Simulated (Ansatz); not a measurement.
**Zone-centre modes in Cu**

All numbers below come from Ansatz 0.2.0, DFT PBEsol, scalar-relativistic, plane waves, PAW. The runs took a 420 eV cutoff, a Γ-centred 30×30×14 mesh and Gaussian smearing (0.15 eV). No spin polarisation.

Reference structure (relaxed at this level; this form isn't the usual structure):

```
Cu
1.0
     2.52059    0.00000    0.00000
    -1.26030    2.18290    0.00000
     0.00000    0.00000    4.11652
Cu
2
Cartesian
  0.0000 1.4553 1.0291
  1.2603 0.7276 3.0874
```

Harmonic modes by finite displacements of 0.02 Å, without the LO–TO term.

Q: At this geometry, is the structure stable against these modes?

A: Yes: no mode is imaginary beyond 10 cm⁻¹, and only the three translations lie near zero.

Q: List the wavenumbers in cm⁻¹.

A: 0, 0, 0, 114, 114, 263.

Cost: 1 run of about 7.5 core-minutes, on Intel Xeon Processor @ 2.50GHz (Skylake/Cascade Lake) (shared hosts).